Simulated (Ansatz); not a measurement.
Sc₃TlB (anti-perovskite, space group No. 221), DFT-r²SCAN in the program Ansatz with PAW potentials, all energies at zero smearing, with the estimated change up to a 700 eV cutoff added, with one set of potentials and settings (totals compare only within such a set). Cell of 5 atoms (1 Tl, 3 Sc, 1 B): -18039.176 eV.

```csv
element,reference phase,E (eV/atom)
Tl,"P6_3/mmc, 2 atoms in the cell",-11458.5836
Sc,"P6_3/mmc, 2 atoms in the cell",-2140.5738
B,"R-3m, 12 atoms in the cell",-156.5544
```

Formation energy per atom, worked out: (-18039.176 − 1×(-11458.5836) − 3×(-2140.5738) − 1×(-156.5544))/5 = -0.463 eV/atom (-45 kJ per mol of atoms), at 0 K, without zero-point energy or fitted corrections.

Space group Pm-3m (anti-perovskite). The workflow started from an entry of the Crystallography Open Database (COD). Its standing as an ambient phase is unchecked. The r²SCAN relaxation kept the symmetry of its start; its stability against distortions is not shown here. The run is not spin-polarised. The references are the lowest solids computed at this level, not always the standard phases. Scalar-relativistic: spin–orbit coupling is off unless named, which matters more the heavier the elements.

Potentials: the later of the program's two PAW sets.
